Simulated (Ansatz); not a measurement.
System: TiC (rock salt type), 2 atoms in the cell.

Computed with Ansatz 0.2.0 development build, PBE, all-electron LAPW, point nucleus.

k-mesh 8×8×8 Γ-centred; Fermi–Dirac smearing of 0.1 eV; no spin polarisation.

```
CELL_PARAMETERS angstrom
0.00000 2.16500 2.16500
2.16500 0.00000 2.16500
2.16500 2.16500 0.00000
ATOMIC_POSITIONS crystal
Ti 0.00000 0.00000 0.00000
C 0.50000 0.50000 0.50000
```

Q: Would the cell expand or shrink if it were free to relax?

A: The pressure is 0.53 GPa, so at these settings the cell is compressed and would expand.

The k-mesh is modest, so these values aren't fully converged in k.
